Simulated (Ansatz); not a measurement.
## Phases of Ta at 21 GPa

Structure types of Ta are relaxed in primitive cells with their symmetry kept at 21 GPa, first on PAW files, then by LAPW. The enthalpy is E + pV at zero temperature, without zero-point motion. Only the types listed were tried, and differences under about 5 meV/atom are mesh noise.

Computed with Ansatz 0.2.0; functional LDA, scalar-relativistic. Settings: Fermi–Dirac smearing of 0.08 eV, no spin polarisation. Methods: LAPW: all electrons, basis error target 0.5 meV/atom; PAW: frozen-core files, cutoff 420 eV.

k meshes: fcc 17×17×17, bcc 17×17×17, hcp 16×16×9, beta tin 16×16×16, diamond 12×12×12, omega 8×8×11.

Spin–orbit coupling is left out, which matters for the heavy atoms. The PAW files were made under PBE.

```csv
start type,ends as,"a, b, c (Å)",V (Å³/atom),"H − H(lowest), LAPW (meV/atom)"
fcc,"fcc, Fm-3m","4.024, 4.024, 4.024",16.29,352.9
bcc,"bcc, Im-3m","3.164, 3.164, 3.164",15.84,0.0
hcp,"hcp, P6_3/mmc","2.763, 2.763, 4.901",16.20,357.6
beta tin,"beta tin, I4_1/amd","4.989, 4.989, 2.686",16.71,?
diamond,"diamond, Fd-3m","5.566, 5.566, 5.566",21.55,3913.9
omega,"omega, P6/mmm","4.621, 4.621, 2.604",16.05,?
```

Problem. Fill in "H − H(lowest), LAPW (meV/atom)" for the row "omega".

Solution. 269.2.

Problem. What belongs in the row "beta tin", column "H − H(lowest), LAPW (meV/atom)"?

Solution. 903.0.

Problem. Split the lead of bcc over omega into energy and pV.

Solution. For omega less bcc: ΔE = +241.8 meV/atom, and p·ΔV = 21 GPa × +0.2087 Å³ × 6.242 meV/(GPa·Å³) = +27.4 meV/atom, together 269.2 meV/atom. bcc wins on both counts.
